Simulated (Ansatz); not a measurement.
Profile along the Pt–Pt line in Pt (fcc, Cu type)

Pt (fcc, Cu type)

```
Pt
1.0
    0.00000     1.98513     1.98513
    1.98513     0.00000     1.98513
    1.98513     1.98513     0.00000
Pt
1
Cartesian
  0.00000   0.00000   0.00000
```

Fields along a shortest Pt–Pt line of a {100} plane (2.81 Å), from Pt to Pt, interpolated on the slice's grid (step about 0.1 Å). Computed with PBE (plane waves to 420 eV, PAW, scalar-relativistic; Ansatz, a first-principles code). k mesh 20×20×20. These are valence fields of a PAW run, semicore shells included where kept as valence: close to a nucleus they are smooth pseudo fields. Pt is run without spin polarisation. Pt was relaxed with its symmetry unable to fall. Spin-orbit coupling is left out, though Pt is heavy.

| distance from Pt (Å) | valence electron density (e/Å³) | electron localisation function |
|---|---|---|
| 0.00 | 11.96 | x |
| 0.28 | 10.36 | x |
| 0.56 | 5.82 | 0.63 |
| 0.84 | 1.75 | 0.43 |
| 1.12 | 0.53 | 0.27 |
| 1.41 | 0.36 | 0.28 |
| 1.69 | 0.53 | 0.27 |
| 1.97 | 1.75 | 0.43 |
| 2.25 | 5.82 | 0.63 |
| 2.53 | 10.36 | x |
| 2.81 | 11.96 | x |

x: too close to a nucleus for the ELF to mean much.

Density on the Pt–Pt line (2.81 Å) at its midpoint: 0.36 e/Å³. ELF at that point: 0.28.
